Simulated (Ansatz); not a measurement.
TlBr:
```yaml
crystal:
  lattice:
    - [3.97983, 0.00000, 0.00000]
    - [0.00000, 3.97983, 0.00000]
    - [0.00000, 0.00000, 3.97983]
  atoms:
    - { symbol: Tl, position: [0.00000, 0.00000, 0.00000] }
    - { symbol: Br, position: [0.50000, 0.50000, 0.50000] }
```

Relaxed with PBE+D3(BJ). Special points in fractions of this cell's reciprocal vectors: Γ (0.000, 0.000, 0.000); X (0.000, 0.500, 0.000); M (0.500, 0.500, 0.000); R (0.500, 0.500, 0.500).

**Question.** List the band energies nearest the valence-band maximum at these points for plane-wave PAW PBE+D3(BJ) with spin–orbit coupling (Ansatz code).

**Answer.** In eV from the valence-band maximum; about four levels below and three above (degenerate sets whole), none deeper than 8.9 eV; points with the same levels are listed once.

```csv
k,below,above
Γ,-1.19 -1.19 -1.19 -1.19,5.64 5.64 6.99 6.99 6.99 6.99
X,-0.69 -0.69 0.00 0.00,1.65 1.65 5.14 5.14
M,-2.97 -2.97 -0.78 -0.78,4.19 4.19 5.10 5.10
R,-1.85 -1.85 -1.85 -1.85,1.24 1.24 2.43 2.43 2.43 2.43
```

Space group Pm-3m (CsCl type). The PBE+D3(BJ) relaxation kept the symmetry of its start; phonons on a q-mesh show no instability.

Potentials: the later of the program's two PAW sets.
